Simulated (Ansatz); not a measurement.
# PtC: relaxation of cell and atoms

Method: Ansatz 0.2.0, DFT, PBE, PAW with Ansatz's default frozen-core files, scalar-relativistic.

Command: `ansatz run input.yaml --threads 1 --pin off --max-ram 2048MiB --backend cpu --events-out ev --progress --plain --runs-dir out` The run took 5.4 s on 1 thread of Arm Neoverse V2, on a shared host.

```yaml
crystal:
  lattice:
    - [0.0, 2.2322827293, 2.2322827293]
    - [2.2322827293, 0.0, 2.2322827293]
    - [2.2322827293, 2.2322827293, 0.0]
  atoms:
    - { symbol: Pt, position: [0.0, 0.0, 0.0] }
    - { symbol: C, position: [0.5, 0.5, 0.5] }
kpoints:
  mp_grid: { grid: [13, 13, 13] }
scf:
  occupations: { method: fermi_dirac, width: 0.03 }
hamiltonian:
  xc: pbe
  pseudopotentials: { kind: paw }
output:
  forces: true
  stress: true
relax:
  f_tol: 0.005
  max_steps: 80
  cell: {}
```

No spin–orbit coupling, which matters for the heavy atoms here.

The cell is built from the rocksalt type as a first guess.

The cutoff is 420 eV; energies and pressures of the walk include the program's estimate of the Pulay term.

Each frame lists the cell vectors (Å), then Cartesian positions (Å); symmetry keeps all forces zero. Free energies count from the first step, -12771.0342 eV.

The walk took 4 evaluations in all; steps that aren't listed are left out.

Step 1: E = 0.0 meV, P = 0.22 GPa

```
cell 0.0000 2.2323 2.2323 2.2323 0.0000 2.2323 2.2323 2.2323 0.0000
Pt    0.0000    0.0000    0.0000
C     2.2323    2.2323    2.2323
```

**Question.** How does the relaxation end?

**Answer.** It converges, with a = 4.466 Å, b = 4.466 Å, c = 4.466 Å, α = 90.00°, β = 90.00°, γ = 90.00° (conventional cell, space group Fm-3m). The last solve (on a basis chosen afresh for the final cell, so its energy is not quite comparable) gives E = 0.0 meV, P = 0.00 GPa:
```
cell 0.0000 2.2329 2.2329 2.2329 0.0000 2.2329 2.2329 2.2329 0.0000
Pt    0.0000    0.0000    0.0000
C     2.2329    2.2329    2.2329
```
